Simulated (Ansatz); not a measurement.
Put NaP₃ in P-31m (No. 162): Na on 2d; P on 6k. Recipe of this trial structure of NaP₃: Na between sheets of the Sn type, stage 1 (host P; sites filled 2 of 3). A sheet's type names the database crystal that the layer was cut from.

Level of theory: Ansatz, DFT PBE, scalar-relativistic, plane waves, PAW. Cutoff 420 eV, Γ-centred mesh, Gaussian smearing, no spin polarisation.

The zero of energy is the elements' standard structures at the same level; no fitted shifts are applied. The references include black phosphorus.

Task: Give the relaxed lattice parameters and positions.

Result:

Space group P-31m (No. 162). a = 5.961 Å, b = 5.961 Å, c = 5.849 Å, α = 90.00°, β = 90.00°, γ = 120.00°
```tsv
atom	site	symmetry	x	y	z
Na	2d	3.2	0.6667	0.3333	0.5000
P	6k	..m	0.6580	0.6580	0.0966
```

Around Na lie 6 P at 3.07 Å and 3 Na at 3.44 Å; around P lie 1 P at 2.20 Å, 2 P at 2.33 Å and 2 Na at 3.07 Å. Another local minimum with the same sites may exist.

Task: Where does its energy lie, and is it a metal?

Result: The formation energy is −0.12 eV/atom. The gap on the 6×6×6 mesh of the 8-atom cell is 0 eV (a metal). It lies below the elements, which doesn't yet make it stable against other compounds or structures.

The last run used Gaussian smearing of 0.10 eV. The reference form of P is held partly by dispersion forces, which this level lacks. Symmetry constrained the relaxation, so the result can be a saddle point.
